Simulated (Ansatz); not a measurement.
SnS2:
```
SnS2
1.0
    3.63224     0.00000     0.00000
   -1.81612     3.14561     0.00000
    0.00000     0.00000     5.70059
Sn S
1 2
Direct
  0.00000   0.00000   0.00000
  0.33333   0.66667   0.25735
  0.66667   0.33333   0.74265
```

Relaxed with LDA.

Problem. Give the Bader charges and basin volumes of the independent atoms, the program Ansatz at the LDA level (PAW).

Solution. 

```tsv
atom	Bader charge (e)	Bader volume (Å³)
Sn1	+1.45	15.0
S2	-0.73	25.1
```

Space group P-3m1 (CdI2 type). The cell was relaxed with LDA under the symmetry of its start. A crystal of weakly bound layers computed without a dispersion correction: the cell and the soft elastic constants depend strongly on that. Spin–orbit coupling is left out wherever it is not named.

Potentials: the later of the program's two PAW sets.
